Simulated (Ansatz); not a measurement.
Li2O (anti-fluorite, Fm-3m) under volume change, the program Ansatz at the LDA level (PAW), scaled uniformly.

```
V (Å³/atom)  E − E(relaxed) (meV/atom)     P (GPa)
-----------  -------------------------  ----------
6.883                             20.9       10.63
7.110                              8.8        6.54
7.336                       (withheld)  (withheld)
7.563                              0.0       -0.02
7.790                              1.9       -2.63
8.017                       (withheld)  (withheld)
8.244                             15.6       -6.85
```

Question: What belongs in the gaps?

Answer: 
- 7.336, E − E(relaxed) (meV/atom): 2.1
- 7.336, P (GPa): 3.01
- 8.017, E − E(relaxed) (meV/atom): 7.2
- 8.017, P (GPa): -4.89

Question: What does a third-order Birch–Murnaghan fit give for V₀, B₀ and B′?

Answer: V₀ = 7.56 Å³/atom, B₀ = 93.9 GPa, B′ = 3.9.

The LDA relaxation kept the symmetry of its start.

Potentials: the later of the program's two PAW sets.
